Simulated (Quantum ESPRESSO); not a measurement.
AlNb3Sn2CuRu, different elements on one site, starting from this cell

Simulated, not a measurement. The program is pw.x of Quantum ESPRESSO 7.5 (plane-wave density functional theory). The cell is made up: eight metal atoms on a face-centred cubic lattice, with elements, volume, strain and displacements drawn at random and not relaxed, so it may be unstable or far from any real phase. PseudoDojo standard norm-conserving files set the functional (PBE unless stated); there is no spin polarisation or spin-orbit coupling, the Fermi-Dirac width of 0.25 eV means electrons at about 2900 K, and the masses in the input are unused placeholders. The copper pseudopotential is less sure than most, with forces differing by about three percent and pressure by about two GPa from a second method on plain copper. The tin pseudopotential is less sure than most, with forces differing by about three percent from a second method on plain tin. Heavy elements are run without spin-orbit coupling, which real alloys of them have. A spin test at this wide smearing found no moment, but such smearing suppresses magnetism that the real alloy may have.

The runs put different elements on site 7. Cell, positions, cutoff, mesh and smearing stay as in the input of run 1; sites are counted in its order. Stress in the tables is positive in tension.

Input of run 1:

```
&control calculation='scf', pseudo_dir='./dojo.nc.sr.pbe.v0_5.standard.upf', outdir='./o', disk_io='medium', tprnfor=.true., tstress=.true. /
&system ibrav=0, nat=8, ntyp=5, nbnd=66, ecutwfc=92.02030273, nosym=.true., tot_charge=0,
 occupations='smearing', smearing='fd', degauss=0.0183746611
/
&electrons conv_thr=1.470e-08, electron_maxstep=70, mixing_beta=0.5 /
ATOMIC_SPECIES
Al 1.0 Al.upf
Cu 1.0 Cu.upf
Nb 1.0 Nb.upf
Ru 1.0 Ru.upf
Sn 1.0 Sn.upf
CELL_PARAMETERS angstrom
0.0 -2.1641 -2.1641
-4.3283 2.1641 -2.1641
6.4924 6.4924 -4.3283
ATOMIC_POSITIONS angstrom
Al 0.0405 0.0113 -0.0417
Nb -0.0437 2.2608 -2.1411
Sn -0.1477 4.4199 -4.1204
Cu 4.3344 4.2895 -4.2861
Sn -2.2305 -0.0236 -2.2874
Nb -2.2803 2.1868 -4.3837
Ru 2.0391 2.157 -4.2152
Nb 2.1662 4.3979 -6.4904
K_POINTS automatic
8 5 3 1 1 1
```

| run | elements on sites 1 to 8 | -TS (eV) | pressure (GPa) | stress xx (GPa) | stress yy (GPa) | stress zz (GPa) | stress yz (GPa) | stress xz (GPa) | stress xy (GPa) | iterations |
| --- | --- | --- | --- | --- | --- | --- | --- | --- | --- | --- |
| 1 | Al Nb Sn Cu Sn Nb Ru Nb | -1.579 | -11.44 | 12.06 | 11.26 | 11.00 | -2.29 | -0.34 | 0.80 | 20 |
| 2 | Al Nb Sn Cu Sn Nb Os Nb | -1.542 | -12.06 | 12.22 | 12.18 | 11.79 | -2.65 | -0.69 | 1.19 | 20 |
| 3 | Al Nb Sn Cu Sn Nb Ag Nb | -1.282 | -6.62 | 6.94 | 6.45 | 6.45 | -0.46 | -1.03 | 1.37 | 19 |
| 4 | Al Nb Sn Cu Sn Nb Cu Nb | -1.305 | -9.43 | 9.89 | 9.26 | 9.13 | -1.17 | -0.95 | 1.37 | 17 |
| 5 | Al Nb Sn Cu Sn Nb Ta Nb | -1.359 | -7.99 | 7.04 | 8.35 | 8.59 | -1.47 | -0.91 | 1.79 | 19 |

Forces Fx Fy Fz (eV/Å):

| site | run 1 | run 2 | run 3 | run 4 | run 5 |
| --- | --- | --- | --- | --- | --- |
| 1 | -0.25 -0.08 0.06 | -0.25 -0.08 0.05 | -0.21 -0.07 0.06 | -0.22 -0.08 0.06 | -0.30 -0.11 0.07 |
| 2 | 0.57 -0.25 -0.06 | 0.74 -0.11 -0.21 | -0.42 -0.96 0.67 | 0.16 -0.67 0.38 | -0.25 -0.66 0.39 |
| 3 | 0.85 0.56 -1.07 | 0.84 0.60 -1.11 | 0.90 0.48 -0.96 | 0.89 0.53 -0.94 | 0.96 0.34 -1.05 |
| 4 | -0.04 0.00 0.06 | -0.12 -0.05 0.10 | 0.12 0.15 -0.09 | 0.04 0.10 -0.05 | -0.12 -0.01 0.10 |
| 5 | 0.05 0.02 0.39 | 0.05 0.02 0.40 | 0.06 0.02 0.36 | 0.06 0.02 0.36 | 0.07 0.04 0.41 |
| 6 | -0.48 0.31 0.16 | -0.50 0.42 0.08 | -0.43 -0.08 0.49 | -0.39 0.27 0.17 | -0.47 0.05 0.31 |
| 7 | -0.30 -0.16 0.23 | -0.37 -0.30 0.35 | 0.47 0.52 -0.42 | -0.04 0.02 -0.02 | 0.44 0.70 -0.41 |
| 8 | -0.40 -0.39 0.24 | -0.39 -0.50 0.35 | -0.48 -0.05 -0.11 | -0.49 -0.19 0.04 | -0.32 -0.35 0.18 |

Energies are left out, as each element's file has its own zero. A rerun of one cell of this series at a higher cutoff and on a denser mesh moved values by no more than 0.002 eV in energy, 0.03 GPa in stress and 0.009 eV/Å in force, and a second program with other atomic files agreed on that cell to 2 % rms in force and 0.5 GPa in pressure.